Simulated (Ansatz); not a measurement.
LaOs2:
```
CELL_PARAMETERS angstrom
      0.00000     3.86231     3.86231
      3.86231     0.00000     3.86231
      3.86231     3.86231     0.00000
ATOMIC_POSITIONS crystal
  La 0.50000 0.50000 0.50000
  La 0.75000 0.75000 0.75000
  Os 0.12500 0.12500 0.12500
  Os 0.62500 0.12500 0.12500
  Os 0.12500 0.12500 0.62500
  Os 0.12500 0.62500 0.12500
```

Relaxed with r²SCAN.

**Question.** Map the valence electron density (e/Å³), cut off at 2 on the plane through (0.500, 0.500, 0.500) spanned by u = [1, 0, 0] and v = [-1, 1, 1] in lattice vectors, from DFT-r²SCAN in the program Ansatz with PAW potentials.

**Answer.** x is the fraction of u, y of v (the angle between them is 90°; rows are the nearest grid lines); atoms in the plane: La at (0.00, 0.00), La at (0.50, 0.25), Os at (0.25, 0.62), Os at (0.75, 0.62).
```
y \ x   0.000  0.0741  0.185  0.259  0.370  0.444  0.556  0.630  0.741  0.815  0.926   1.00
------  -----  ------  -----  -----  -----  -----  -----  -----  -----  -----  -----  -----
1.00     1.35    1.55  0.770  0.197  0.174  0.216  0.216  0.174  0.197  0.770   1.55   1.35
0.923    1.66    1.52  0.414  0.188  0.267  0.359  0.359  0.267  0.188  0.414   1.52   1.66
0.846   0.412   0.328  0.191  0.209  0.313  0.395  0.395  0.313  0.210  0.191  0.328  0.412
0.769   0.198   0.237  0.427  0.490  0.394  0.352  0.352  0.394  0.490  0.427  0.237  0.198
0.692   0.350   0.578   2.00   2.00   1.57  0.467  0.467   1.57   2.00   2.00  0.578  0.350
0.615   0.433   0.867   2.00   2.00   2.00  0.633  0.630   2.00   2.00   2.00  0.865  0.433
0.538   0.356   0.475   2.00   2.00   1.02  0.384  0.385   1.02   2.00   2.00  0.475  0.356
0.462   0.356   0.356  0.353  0.338  0.249  0.196  0.196  0.249  0.338  0.354  0.356  0.356
0.385   0.434   0.381  0.239  0.188  0.318  0.596  0.596  0.319  0.187  0.240  0.381  0.434
0.308   0.350   0.307  0.192  0.224   1.23   1.64   1.64   1.23  0.224  0.193  0.308  0.350
0.231   0.198   0.181  0.135  0.248   1.58   1.50   1.50   1.58  0.248  0.135  0.181  0.198
0.154   0.412   0.320  0.122  0.129  0.751   1.38   1.38  0.750  0.129  0.122  0.320  0.412
0.0769   1.66    1.59  0.425  0.127  0.152  0.232  0.231  0.152  0.127  0.425   1.59   1.66
0.000    1.35    1.55  0.770  0.197  0.174  0.216  0.216  0.174  0.197  0.770   1.55   1.35
```

The density is the valence pseudo-density with augmentation charge, so density and ELF within about 1 Å of a nucleus are not all-electron values.

Space group Fd-3m (cubic Laves (MgCu2 type)). The workflow started from an entry of the Crystallography Open Database (COD). Its standing as an ambient phase is unchecked. The r²SCAN relaxation kept the symmetry of its start; whether a distortion lowers the energy is not shown. No spin polarisation was allowed. Spin–orbit coupling is left out wherever it is not named.

Potentials: the later of the program's two PAW sets.
